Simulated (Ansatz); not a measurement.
Ag (fcc, Cu type): scan of one atom of the cell

Starting cell, Ag (fcc, Cu type):

```xyz
4
Lattice="4.0544 0.0000 0.0000 0.0000 4.0544 0.0000 0.0000 0.0000 4.0544" Properties=species:S:1:pos:R:3 pbc="T T T"
Ag     0.0000     0.0000     0.0000
Ag     2.0272     2.0272     0.0000
Ag     2.0272     0.0000     2.0272
Ag     0.0000     2.0272     2.0272
```

In each cell atom 1 (Ag, nearest neighbour Ag at 2.867 Å; its periodic images, 4.1 Å or more away, move with it) moves by s·(0.577, 0.577, 0.577) (along Cartesian [111]), the rest being held.

Computed with PBEsol (plane waves to 420 eV, PAW, scalar-relativistic; Ansatz, a first-principles code). k mesh 9×9×9 (Γ-centred), Fermi-Dirac smearing 0.05 eV. The energy includes the smearing's −TS. Compression counts positive. With partly filled bands, energies and forces of such displacements shift with the k mesh and the smearing. F∥ is the force on the atom along that direction. On this mesh the relaxed cell isn't quite at rest: it carries a pressure of -0.2 GPa (compression positive) at the zero of the scan. Ag was relaxed with its symmetry unable to fall. ΔE is measured from the undisplaced structure.

```tsv
s (Å)	ΔE (meV/cell)	F∥ (eV/Å)	P (GPa)
-0.860	3815	12.771	31.1
-0.688	2054	7.979	18.0
-0.516	986	4.662	9.2
-0.344	385	2.485	3.7
-0.172	88	1.057	0.8
0.000	0	0.000	-0.2
0.172	88	-1.057	0.8
0.344	385	-2.485	3.7
0.516	986	-4.662	9.2
0.688	2054	-7.979	18.0
0.860	3815	-12.771	31.1
```

What the scan shows:

The energy at s = 0.860 Å comes out as 3815 meV/cell and the force along the line at s = -0.860 Å is 12.8 eV/Å. The force constant k = d²E/ds² at s = 0 (finite differences) is 5.78 eV/Å². Symmetry of the curve: even: the same for both signs. Shape of the curve: a single well with its minimum at or next to zero displacement. Harmonic estimate at the end of the scan: ½ks² = 2139 meV/cell against the computed 3815 meV/cell, so the well is stiffer than harmonic there.

(A displaced cell: forces are minus the slopes of the energy, force constants its curvatures, and phonons follow from these.)
